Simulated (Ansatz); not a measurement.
Consider the following.

NbH2:
```
NbH2
1.0
    0.00000     2.27357     2.27357
    2.27357     0.00000     2.27357
    2.27357     2.27357     0.00000
Nb H
1 2
Cartesian
  0.00000   0.00000   0.00000
  1.13678   1.13678   1.13678
  3.41035   3.41035   3.41035
```

This is the r²SCAN-relaxed structure.

Question: All from DFT-r²SCAN in the program Ansatz with PAW potentials, unless another level is named. Give the electronic character.

Answer: metallic (no gap).

Question: Next, the formation energy from the elements (no fitted shifts)?

Answer: -0.27 eV/atom.

Question: Give the density of states at the Fermi level.

Answer: 0.31 states/eV per atom (mean over ±0.08 eV).

Space group Fm-3m (fluorite). The workflow started from a Materials Project entry (that database holds measured and hypothetical structures alike); the Crystallography Open Database files this formula in space group No. 225, but the cells were not matched. Its standing as an ambient phase is unchecked. Symmetry was held in the r²SCAN relaxation; its stability against distortions is not shown here. The run is not spin-polarised. The references are the lowest solids computed at this level, not always the standard phases (solids in place of the gases). Spin–orbit coupling is left out wherever it is not named.

Potentials: the later of the program's two PAW sets.
